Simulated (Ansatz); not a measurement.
In DFT-LDA in the program Ansatz with PAW potentials, MoP in the hexagonal phase (P-6m2; Mo on 1a, P on 1d) relaxes to a = 3.191 Å, c = 3.157 Å. P has 6 nearest neighbours from 2.43 Å (trigonal prismatic). Its formation energy from the elements is -782 meV/atom, with no fitted shifts.

Electronic character: metallic (no gap).

The bulk modulus is 241 GPa. The relaxed-ion elastic constants in GPa are C11 = 377, C12 = 138, C13 = 174, C33 = 533, C44 = 190. The elastic constants imply a Debye temperature near 610 K. The highest mode at Γ lies at 51.4 meV.

The LDA relaxation kept the symmetry of its start; of distortions, only those at the zone centre were tested. The run is not spin-polarised. As this level gives no gap, shear constants depend on the k-mesh and smearing (Fermi–Dirac, 0.1 eV here). The references are the lowest solids computed at this level, not always the standard phases. Scalar-relativistic: spin–orbit coupling is off unless named, which matters more the heavier the elements.

Potentials: the earlier of the program's two PAW sets.
